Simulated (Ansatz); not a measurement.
SbPd (NiAs type, space group No. 194) at seven volumes, r²SCAN in the plane-wave PAW code Ansatz, shape and atoms relaxed at each. One row is withheld.

| V (Å³/atom) | P (GPa) |
|---|---|
| 18.794 | 13.49 |
| 19.413 | 8.13 |
| 20.033 | 3.74 |
| 20.652 | 0.00 |
| 21.272 | -3.16 |
| 21.892 | ? |
| 22.511 | -7.97 |

Task: Fit the shown pressures and predict the withheld one.

Result: Third-order Birch–Murnaghan: P = (3/2)B₀(x^(7/2) − x^(5/2))[1 + (3/4)(B′ − 4)(x − 1)] with x = (V₀/V)^(2/3). Least squares on the six rows gives V₀ = 20.650 Å³/atom, B₀ = 113.8 GPa, B′ = 4.85. At V = 21.892, x = 0.9618 and P = -5.77 GPa. The run itself gave -5.78 GPa.

Space group P6_3/mmc (NiAs type). The workflow started from an entry of the Crystallography Open Database (COD). Whether it is the stable phase at ambient conditions was not checked. Symmetry was held in the r²SCAN relaxation; whether a distortion lowers the energy is not shown. No spin polarisation was allowed. Scalar-relativistic: spin–orbit coupling is off unless named, which matters more the heavier the elements.

Potentials: the later of the program's two PAW sets.
